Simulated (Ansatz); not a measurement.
HfS₃ in space group P2_1/m (No. 11; Hf on 2e, S on 2e, S on 2e, S on 2e), r²SCAN in the plane-wave PAW code Ansatz, all energies at zero smearing, with the estimated change up to a 700 eV cutoff added, with one set of potentials and settings (totals compare only within such a set). Cell of 8 atoms (2 Hf, 6 S): -36912.000 eV.

```csv
element,reference phase,E (eV/atom)
Hf,"P6_3/mmc, 2 atoms in the cell",-15733.0631
S,"P2/c, 32 atoms in the cell",-905.8156
```

Formation energy per atom, worked out: (-36912.000 − 2×(-15733.0631) − 6×(-905.8156))/8 = -1.372 eV/atom (-132 kJ per mol of atoms), at 0 K, without zero-point energy or fitted corrections.

The workflow started from a Materials Project entry (that database holds measured and hypothetical structures alike); the Crystallography Open Database copy checked does not list it. Its standing as an ambient phase is unchecked. Symmetry was held in the r²SCAN relaxation; whether a distortion lowers the energy is not shown. The run is not spin-polarised. A crystal of weakly bound layers computed without a dispersion correction: the cell and the soft elastic constants depend strongly on that. The references are the lowest solids computed at this level, not always the standard phases. Scalar-relativistic: spin–orbit coupling is off unless named, which matters more the heavier the elements.

Potentials: the later of the program's two PAW sets.
